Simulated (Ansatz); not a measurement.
SnS (space group Pnma)

```
SnS
1.0
   10.98179     0.00000     0.00000
    0.00000     3.95429     0.00000
    0.00000     0.00000     4.18376
Sn S
4 4
Cartesian
  1.29464   2.96572   3.72949
  9.68716   0.98857   0.45427
  4.19626   0.98857   1.63761
  6.78554   2.96572   2.54615
  9.37688   2.96572   2.19902
  1.60491   0.98857   1.98474
  7.09581   0.98857   0.10714
  3.88599   2.96572   4.07662
```

The slice is a (1 0 -1) plane (indices of the conventional cell) through the point (0.646, 0.250, 0.026) (fractional), spanned by u = [010] and v = [101] in vectors of this cell: u (3.95 Å) and v (11.75 Å, at 90° to u). It covers one period; positions are fractions (u, v).

Computed with LDA (plane waves to 420 eV, PAW, scalar-relativistic; Ansatz, a first-principles code). k mesh 3×8×8. Inside the PAW spheres the values are not all-electron values, and peaks at nuclei hang on which shells count as valence. SnS was relaxed with its symmetry unable to fall.

### Question
Predict the map of the electrostatic potential energy of an electron, from the cell's mean on the slice.

### Answer
```
v \ u   0.00   0.12  0.25  0.38  0.50  0.62  0.75   0.88
-----  -----  -----  ----  ----  ----  ----  ----  -----
0.90     2.9    4.2   5.2   4.4   3.7   4.4   5.2    4.2
0.75     4.6    5.0   4.7   0.7     x   0.7   4.7    5.0
0.60     3.4    4.3   5.4   5.4   5.1   5.4   5.4    4.3
0.45       x      x   1.8   5.1   5.1   5.1   1.8      x
0.30   <-2.0   -0.8   3.4   4.7   4.5   4.7   3.4   -0.8
0.15       x  <-2.0   1.8   5.1   5.8   5.1   1.8  <-2.0
0.00       x      x     x   4.8   5.1   4.8     x      x
```

Values: electrostatic potential energy of an electron, from the cell's mean, in eV. Points within 1 Å of a nucleus are blanked (x), as the pseudised field means little there. Values under -2 eV are set to -2. The zero, the cell's mean, hangs on the PAW cores.
